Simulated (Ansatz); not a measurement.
Space group Pm-3m (No. 221). a = 3.831 Å, b = 3.831 Å, c = 3.831 Å, α = 90.00°, β = 90.00°, γ = 90.00°
| atom | site | symmetry | x | y | z |
| --- | --- | --- | --- | --- | --- |
| Sr | 1b | m-3m | 0.5000 | 0.5000 | 0.5000 |
| Cu | 1a | m-3m | 0.0000 | 0.0000 | 0.0000 |
| O | 3d | 4/mm.m | 0.5000 | 0.0000 | 0.0000 |

Equation of state of this SrCuO₃ structure (not necessarily the ground state), with shape and atoms relaxed at each volume where symmetry leaves them free. It has no gap at any of these volumes. Theory: DFT r2SCAN, scalar-relativistic, plane waves, PAW in Ansatz 0.2.0.

Settings: cutoff 500 eV, Γ-centred mesh 10×10×10 on the computed 5-atom cell, Gaussian smearing of 0.10 eV; no spin polarisation.

| V (Å³/atom) | E − E(largest V) (meV/atom) | P (GPa) |
| --- | --- | --- |
| 10.567 | 4.55 | 10.85 |
| 10.905 | -12.00 | 4.98 |
| 11.242 | -17.15 | 0.01 |
| 11.579 | -12.65 | -4.20 |
| 11.916 | 0.00 | -7.75 |

Problem. Fit a third-order Birch–Murnaghan equation to E(V).

Solution. V0 = 11.24 Å³/atom, B0 = 152 GPa, B0' = 4.6.

Spin polarisation was left out, and a magnetic state may lie lower.

Symmetry holds off the tilts and polar distortions that many cubic perovskites undergo.